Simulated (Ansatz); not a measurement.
The relaxed structure here is a generated cell of TaRu: the first start was made by placing the elements on the sites of a structure type, and the end was not matched to a known phase here, so it may be hypothetical.

One stationary structure of TaRu. Space group P-6m2 (No. 187), AFLOW prototype AB_hP2_187_d_a (B_h, as in WC). All values below come from PBEsol (plane waves to 420 eV, PAW, scalar-relativistic; Ansatz, a program for electronic structure).

```xyz
2
Lattice="3.6954 0.0000 0.0000 -1.8477 3.2003 0.0000 0.0000 0.0000 3.0080" Properties=species:S:1:pos:R:3 pbc="T T T"
Ta     0.0000     0.0000     0.0000
Ru     1.8477     1.0668     1.5040
```

```json
{
 "volume_per_atom": "17.79 Å³",
 "band_gap": "zero (metallic)",
 "shortest_distances": "Ru–Ta 2.61 Å; Ta–Ta 3.01 Å; Ru–Ru 3.01 Å",
 "k-mesh": "15×15×15"
}
```

Band energies at high-symmetry points (eV from the Fermi level; labels of this space group; no spin-orbit coupling), from −5 eV up to 2.9 eV:

```json
[
 {"point": "Γ", "energies": "-2.28 -2.28 -1.64 -1.64 0.00 0.00 0.83"},
 {"point": "M", "energies": "-4.89 -3.07 -2.20 -1.56 -1.53 -0.19 1.02 2.74"},
 {"point": "K", "energies": "-4.76 -4.50 -4.01 -2.67 -0.85 -0.13 0.80 1.27 1.35 2.15"},
 {"point": "A", "energies": "-3.99 -3.99 -3.94 -3.94 -3.51 -3.07 2.39"},
 {"point": "L", "energies": "-4.37 -3.92 -2.71 -2.23 -1.24 -0.28 0.59 0.98 2.48"},
 {"point": "H", "energies": "-3.75 -2.87 -2.86 -2.10 -1.55 -1.52 -0.16 0.37 1.12"}
]
```

No spin polarisation in the result.

The run could not lower the symmetry of its start; a shaken copy of this end point relaxes with PBEsol to P4/mmm (No. 123), 0.50 eV/atom lower.
